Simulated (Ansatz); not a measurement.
BaTiO3:
```
BaTiO3
1.0
    3.97290     0.00000     0.00000
    0.00000     3.97290     0.00000
    0.00000     0.00000     4.11206
Ba Ti O
1 1 3
Direct
  0.50000   0.50000   0.58499
  0.00000   0.00000   0.10305
  0.00000   0.50000   0.06294
  0.50000   0.00000   0.06294
  0.00000   0.00000   0.54607
```

Relaxed with r²SCAN.

Question: Give the optical modes at the zone centre with their infrared activity from DFPT, the program Ansatz at the r²SCAN level (PAW).

Answer: Transverse frequencies, without the LO–TO term; a row sums one degenerate level.

| ω (cm⁻¹) | degeneracy | IR ((D/Å)²/amu) | activity | symmetry |
|---|---|---|---|---|
| 128i | 2 | 146.26 | IR | E |
| 167 | 1 | 5.52 | IR | A1 |
| 176 | 2 | 4.95 | IR | E |
| 294 | 1 | 0.00 | IR-inactive | B1 |
| 304 | 2 | 0.94 | IR | E |
| 357 | 1 | 30.19 | IR | A1 |
| 472 | 2 | 4.42 | IR | E |
| 551 | 1 | 16.75 | IR | A1 |

Question: How high does the top mode go among those that the LO–TO term moves?

Answer: 672 cm⁻¹ for q along x, 672 cm⁻¹ for q along y, 739 cm⁻¹ for q along z.

Space group P4mm. The r²SCAN relaxation kept the symmetry of its start. At this level the phase is dynamically unstable (imaginary phonons). The run is not spin-polarised. Spin–orbit coupling is left out wherever it is not named.

Potentials: the earlier of the program's two PAW sets.
